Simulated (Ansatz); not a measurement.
All numbers below come from DFT PBE, scalar-relativistic, plane waves, PAW (Ansatz 0.2.0). All cells share a 420 eV cutoff and Γ-centred k meshes spaced at most about 0.3 Å⁻¹ (about 0.25 or finer for metals, 2π included). No spin polarisation in the final relaxations.

These are static total energies at zero pressure.

Compare these two cells of Sc2AlP3, each relaxed at this level.

A.

```
Sc Al P
1.0
     4.09871    0.00000    0.00000
    -2.04935    3.54958    0.00000
     0.00000    0.00000    7.17638
Sc Al P
2 1 3
Direct
  0.66667 0.33333 0.27964
  0.66667 0.33333 0.72036
  0.00000 0.00000 0.00000
  0.00000 0.00000 0.50000
  0.33333 0.66667 0.00000
  0.33333 0.66667 0.50000
```

B.

```
Sc Al P
1.0
     5.10590    0.00000    0.00000
     0.00000    5.10590    0.00000
     0.00000    0.00000    5.17188
Sc Al P
2 1 3
Direct
  0.50000 0.00000 0.36873
  0.00000 0.50000 0.36873
  0.00000 0.00000 0.90639
  0.50000 0.00000 0.87274
  0.00000 0.50000 0.87274
  0.00000 0.00000 0.39858
```

Problem. Which would you expect to be lower, and how large is the difference?

Solution. A is lower, by 144 meV/atom. A has space group P-6m2 (No. 187), 17.4 Å³/atom and no gap on its mesh; B has space group P4mm (No. 99), 22.5 Å³/atom and no gap. Counting P atoms around Al and Sc (those within 1.25 times the shortest such distance or 1.15 times the sum of covalent radii; a plus sign parts nearer from farther groups), A has Sc 6+3, Al 3 and B has Sc 4, Al 6. A holds P–P nets (shortest 2.37 Å); in B the shortest P–P distance is 3.54 Å. The denser one is the lower, and pressure would at first widen the difference. In A, Sc is surrounded by 6 P at 2.85 Å, 3 Al at 3.10 Å, 3 P at 3.10 Å and 1 Sc at 3.16 Å; Al has 3 P at 2.37 Å and 6 Sc at 3.10 Å; around P on its first site lie 3 P at 2.37 Å and 6 Sc at 2.85 Å; 2 more sites not described. In B, around Sc lie 4 P at 2.56–2.61 Å; Al is surrounded by 6 P at 2.55–2.63 Å; around P on a site of symmetry 2mm lie 2 Al at 2.56 Å and 2 Sc at 2.57–2.61 Å; 1 more site not described. Both come from invented guesses. A third cell relaxed alike, in Cmmm, lies 0.34 eV/atom below the lower of the two.

A magnetic state wasn't ruled out in cells without spin, among them P4mm. Cells relaxed within their symmetry can be saddle points.
